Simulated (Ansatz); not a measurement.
Sb (A7 type, space group R-3m)

```yaml
crystal:
  lattice:
    - [2.16397, 1.24937, 3.78144]
    - [-2.16397, 1.24937, 3.78144]
    - [0.00000, -2.49874, 3.78144]
  atoms:
    - { symbol: Sb, position: [0.23324, 0.23324, 0.23324] }
    - { symbol: Sb, position: [0.76676, 0.76676, 0.76676] }
```

Two coordinates are scanned: the volume, and the ratio of the stretch along z (the conventional c axis) to the stretch across it. Atoms keep their fractional coordinates.

Calculation: r2SCAN+rVV10 (plane waves to 500 eV, PAW, scalar-relativistic; Ansatz, an electronic-structure program). k mesh 13×13×13 (Γ-centred), Fermi-Dirac smearing 0.05 eV. Stress and pressure are positive under compression. As the atoms are clamped, bonds stretch with the cell, which overstates energies and stresses. With partly filled bands, the response to shear is sensitive to the k mesh, so small differences along c/a are uncertain. Sb was relaxed with its symmetry unable to fall. Spin-orbit coupling is left out, though Sb is heavy.

At one point of the scan the stress tensor (GPa) is:

```
   -0.9      0.0      0.0
    0.0     -0.9      0.0
    0.0      0.0      0.8
```

Task: Which point is it?
A) V/V₀ = 1.027, (c/a)/(c/a)₀ = 1.000
B) V/V₀ = 1.000, (c/a)/(c/a)₀ = 0.960
C) V/V₀ = 1.053, (c/a)/(c/a)₀ = 0.960
D) V/V₀ = 1.053, (c/a)/(c/a)₀ = 1.040

Result: B, V/V₀ = 1.000, (c/a)/(c/a)₀ = 0.960

(Under strain, the slope of the energy per volume gives the stress and its curvature an elastic modulus.)
